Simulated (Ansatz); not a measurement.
A scan (energy against volume; even scaling of the relaxed cell, symmetry kept) gave these values. Level of theory: r2SCAN (plane waves to 500 eV, PAW, scalar-relativistic; Ansatz, a first-principles code).

Bulk modulus B₀ (third-order Birch-Murnaghan fit): 169 GPa
Pressure derivative B₀′ (fit): 4.1
Equilibrium volume of the fit: 18.66 Å³/atom

Question: Of these crystals, all scanned alike, which one is it?
(A) Nb₃Sn (A15, Cr3Si type)
(B) ZrO₂ (fluorite)
(C) ZnSe (zinc blende)

Answer: A, Nb₃Sn (A15, Cr3Si type). The others have, for the bulk modulus: ZnSe 65.3 GPa, ZrO2 257 GPa

All were relaxed with their symmetry unable to fall. Nb3Sn is run without spin polarisation. This is a high-temperature form of ZrO2. ZrO2 is run without spin polarisation.

(Under strain, the slope of the energy per volume gives the stress and its curvature an elastic modulus.)
